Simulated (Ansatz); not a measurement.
GaAs (rock salt, space group No. 225) under volume change, PBEsol in the plane-wave PAW code Ansatz, scaled uniformly.

| V (Å³/atom) | E − E(relaxed) (meV/atom) | P (GPa) |
|---|---|---|
| 16.974 | 46.1 | 9.62 |
| 17.534 | 19.3 | 5.85 |
| 18.094 | ___ | ___ |
| 18.653 | 0.0 | 0.01 |
| 19.213 | 4.0 | -2.24 |
| 19.772 | ___ | ___ |
| 20.332 | 32.5 | -5.73 |

Problem. Complete the blanks.

Solution. 
- 18.094, E − E(relaxed) (meV/atom): 4.6
- 18.094, P (GPa): 2.68
- 19.772, E − E(relaxed) (meV/atom): 15.2
- 19.772, P (GPa): -4.12

Problem. What does a third-order Birch–Murnaghan fit give for V₀, B₀ and B′?

Solution. V₀ = 18.66 Å³/atom, B₀ = 81.5 GPa, B′ = 4.7.

Space group Fm-3m (rock salt). The start of the workflow was typed in or built on a structure type; neither database checked (COD, Materials Project) lists it. It is not the phase usual at ambient conditions (space group No. 216). The cell was relaxed with PBEsol under the symmetry of its start; of distortions, only those at the zone centre were tested.

Potentials: the earlier of the program's two PAW sets.
